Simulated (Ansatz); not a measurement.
ReTc in space group P-6m2 (No. 187; Tc on 1e, Re on 1b), DFT-PBE in the program Ansatz with PAW potentials, all energies at zero smearing, with the estimated change up to a 700 eV cutoff added, with one set of potentials and settings (totals compare only within such a set). Cell of 2 atoms (1 Tc, 1 Re): -16266.137 eV.

| element | reference phase | E (eV/atom) |
|---|---|---|
| Tc | P6_3/mmc, 2 atoms in the cell | -5398.0458 |
| Re | P6_3/mmc, 2 atoms in the cell | -10868.0812 |

Formation energy per atom, worked out: (-16266.137 − 1×(-5398.0458) − 1×(-10868.0812))/2 = -0.005 eV/atom (0 kJ per mol of atoms), at 0 K, without zero-point energy or fitted corrections.

The workflow started from a Materials Project entry (that database holds measured and hypothetical structures alike); the Crystallography Open Database copy checked does not list it. With Tc and Re taken as one species the cell has the higher symmetry P6_3/mmc, so it may be an ordered model of a mixed-site phase. Whether it is the stable phase at ambient conditions was not checked. Symmetry was held in the PBE relaxation; of distortions, only those at the zone centre were tested. The run is not spin-polarised. The references are the lowest solids computed at this level, not always the standard phases. Scalar-relativistic: spin–orbit coupling is off unless named, which matters more the heavier the elements.

Potentials: the later of the program's two PAW sets.
